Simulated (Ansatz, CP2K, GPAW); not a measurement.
HfB: programs and potentials compared

```xyz
2
Lattice="3.2668 0.0000 0.0000 1.6334 2.8292 0.0000 1.6334 0.9431 2.6674" Properties=species:S:1:pos:R:3 pbc="T T T"
Hf    3.2668    1.8861    1.3337
B     0.0000    0.0000    0.0000
```

Alike in all runs: task single point; functional PBEsol; k mesh 10 × 10 × 10; occupations gaussian, width 0.1 eV; no spin polarisation; no spin-orbit coupling. Pressure is positive in compression and, in plane waves, holds the error of the finite cutoff.

| program and potentials | plane-wave cutoff (eV) | notes | band gap (eV) | pressure (GPa) |
| --- | --- | --- | --- | --- |
| GPAW, PAW data sets generated for this functional | 800 | - | no gap | 25.53 |
| Ansatz, all-electron LAPW, scalar-relativistic | - | - | no gap | 23.19 |
| CP2K, POTENTIAL_UZH Hf GTH-PBE-q12, B GTH-PBE-q3; TZVP-MOLOPT-PBE-GTH basis | - | atomic basis; potentials made for PBE | no gap | 24.83 |

None finds a gap. The pressure spans 23.19 (Ansatz, all-electron LAPW, scalar-relativistic) to 25.53 GPa (GPAW, PAW data sets generated for this functional), with all-electron results at 23.19. The cell lies far from this level's equilibrium. Rows in atomic bases carry the error of their basis and grid, which can be large.

The functional is the same throughout but for its coding, so the spread measures potentials, basis and numerics; runs on potential files found faulty are left out.
